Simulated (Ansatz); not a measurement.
Input:

BeNi:
```
CELL_PARAMETERS angstrom
      2.58328     0.00000     0.00000
      0.00000     2.58328     0.00000
      0.00000     0.00000     2.58328
ATOMIC_POSITIONS crystal
  Be 0.00000 0.00000 0.00000
  Ni 0.50000 0.50000 0.50000
```

This is the PBEsol-relaxed structure.

Problem. All from PBEsol (plane waves, PAW; program Ansatz), unless another level is named. Give the formation energy from the elements (no fitted shifts).

Solution. -47 kJ/mol-atom.

Problem. Give the density of states at the Fermi level.

Solution. 0.58 states/eV per atom (mean over ±0.08 eV).

Space group Pm-3m (CsCl type). The workflow started from a Materials Project entry (that database holds measured and hypothetical structures alike); the Crystallography Open Database copy checked does not list it. With Be and Ni taken as one species the cell has the higher symmetry Im-3m, so it may be an ordered model of a mixed-site phase. Its standing as an ambient phase is unchecked. Symmetry was held in the PBEsol relaxation; of distortions, only those at the zone centre were tested. The run is not spin-polarised. The references are the lowest solids computed at this level, not always the standard phases.

Potentials: the later of the program's two PAW sets.
